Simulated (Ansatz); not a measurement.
Bi₂CuTe₃ in space group P-3m1 (No. 164; Te on 2d, Bi on 2d, Te on 1a, Cu on 1b) at seven volumes, the program Ansatz at the r²SCAN+D4 level (PAW), shape and atoms relaxed at each. One row is withheld.

```
V (Å³/atom)  P (GPa)
-----------  -------
25.871          6.53
26.724             ?
27.577          1.84
28.430          0.00
29.283         -1.57
30.136         -2.88
30.989         -3.95
```

Fit the shown pressures and predict the withheld one.

P = (3/2)B₀(x^(7/2) − x^(5/2))[1 + (3/4)(B′ − 4)(x − 1)] with x = (V₀/V)^(2/3). Least squares on the six rows gives V₀ = 28.427 Å³/atom, B₀ = 56.0 GPa, B′ = 4.55. At V = 26.724, x = 1.0420 and P = 3.98 GPa. The run itself gave 3.98 GPa.

The cell is a constructed one: a structure type filled with these elements; neither database checked (COD, Materials Project) lists it. Whether it is the stable phase at ambient conditions was not checked. Symmetry was held in the r²SCAN+D4 relaxation; its stability against distortions is not shown here. The run is not spin-polarised. Spin–orbit coupling is left out wherever it is not named.

Potentials: the later of the program's two PAW sets.
